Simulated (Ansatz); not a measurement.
Relax this structure to zero stress and force, keeping its symmetry:

```cif
data_structure
_symmetry_space_group_name_H-M 'Pm-3m'
_symmetry_Int_Tables_number 221
_cell_length_a 4.0951
_cell_length_b 4.0951
_cell_length_c 4.0951
_cell_angle_alpha 90.000
_cell_angle_beta 90.000
_cell_angle_gamma 90.000
_cell_volume 68.67
loop_
_atom_site_label
_atom_site_type_symbol
_atom_site_symmetry_multiplicity
_atom_site_Wyckoff_symbol
_atom_site_fract_x
_atom_site_fract_y
_atom_site_fract_z
_atom_site_occupancy
Sr1 Sr 1 a 0.00000 0.00000 0.00000 1
Ag1 Ag 1 b 0.50000 0.50000 0.50000 1
O1 O 3 c 0.50000 0.50000 0.00000 1
```

Method: Ansatz, DFT LDA, scalar-relativistic, plane waves, PAW.

Settings: cutoff 420 eV, Γ-centred mesh 10×10×10 on the computed 5-atom cell, Gaussian smearing of 0.10 eV; no spin polarisation.

What does it relax to?

The volume falls by 1.21 Å³/atom to 12.53 Å³/atom, and the energy falls by 42.3 meV/atom. Final structure:
Space group Pm-3m (No. 221). a = 3.972 Å, b = 3.972 Å, c = 3.972 Å, α = 90.00°, β = 90.00°, γ = 90.00°
```csv
atom,site,symmetry,x,y,z
Sr,1a,m-3m,0.0000,0.0000,0.0000
Ag,1b,m-3m,0.5000,0.5000,0.5000
O,3c,4/mm.m,0.5000,0.5000,0.0000
```

Course of the relaxation (steps run on the plane waves of an earlier cell, and the basis is chosen afresh near the end, so energy and pressure can step there; trial steps that raised the energy were taken back; energies are free energies):

```csv
step,E − E_final (meV/atom),P (GPa),V (Å³/atom)
1,42.3,-10.37,13.73
2,-2.6,-1.15,12.68
3,-3.5,0.16,12.56
4,-3.5,0.00,12.57
5,0.1,-0.49,12.57
6,-0.2,0.00,12.53
7,0.0,-0.01,12.53
```

Spin polarisation was left out, and a magnetic state may lie lower.

Symmetry holds off the tilts and polar distortions that many cubic perovskites undergo.